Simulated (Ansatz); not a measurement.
**Computed frozen-phonon scan: Ti (hcp, Mg type)**

Starting cell, Ti (hcp, Mg type):

```
Ti
1.0
    5.87827     0.00000     0.00000
   -1.46957     2.54537     0.00000
    2.93914     0.00000     4.65010
Ti
4
Direct
  0.79167   0.66667   0.75000
  0.29167   0.66667   0.75000
  0.20833   0.33333   0.25000
  0.70833   0.33333   0.25000
```

A phonon eigenvector at L = (0.5, 0.0, 0.5) is frozen into this cell: atom i moves by Q times the vector below, so Q is the largest atomic displacement, in Å. The cell is held. It is one choice among 2 degenerate patterns. (q is in reciprocal vectors of the primitive cell; the cell shown is doubled to hold the pattern.)

| atom | x | y | z |
|---|---|---|---|
| Ti1 | -0.500 | 0.866 | 0.000 |
| Ti2 | 0.500 | -0.866 | 0.000 |

Atoms not listed stay in place.

Level of theory: PBE (plane waves to 420 eV, PAW, scalar-relativistic; Ansatz, an electronic-structure program). k mesh 18×18×18 (Γ-centred), Fermi-Dirac smearing 0.05 eV. E stands for the smeared free energy. Stress and pressure are positive under compression. With partly filled bands, energies and forces of such displacements shift with the k mesh and the smearing. Ti is run without spin polarisation. Ti was relaxed with its symmetry unable to fall. The zero of ΔE is the undisplaced structure.

```csv
Q (Å),ΔE (meV/cell),−dE/dQ from forces (eV/Å),P (GPa)
-0.280,394,2.458,0.7
-0.233,283,2.256,0.5
-0.187,185,1.908,0.4
-0.140,106,1.478,0.2
-0.093,48,1.013,0.1
-0.047,12,0.519,0.0
0.000,0,0.000,0.0
0.047,12,-0.519,0.0
0.093,48,-1.013,0.1
0.140,106,-1.478,0.2
0.187,185,-1.908,0.4
0.233,283,-2.256,0.5
0.280,394,-2.458,0.7
```

Summary:

```
Item                                                                                                                 Result
-----------------------------------------------------------  --------------------------------------------------------------
Energy at Q = 0.280 Å                                                                                          394 meV/cell
Space group of the distorted cell                                                      Ima2 (No. 46), lowered from P6_3/mmc
Symmetry of the curve                                                                         even: the same for both signs
Shape of the curve                                           a single well with its minimum at or next to zero displacement
Harmonic wavenumber from the curvature (finite differences)                                                        178 cm⁻¹
Wavenumber by perturbation theory (DFPT, on another k mesh)                                                        179 cm⁻¹
```

(For displaced atoms, the force is minus the slope of the energy, and its curvature is a force constant, which sets phonon frequencies.)
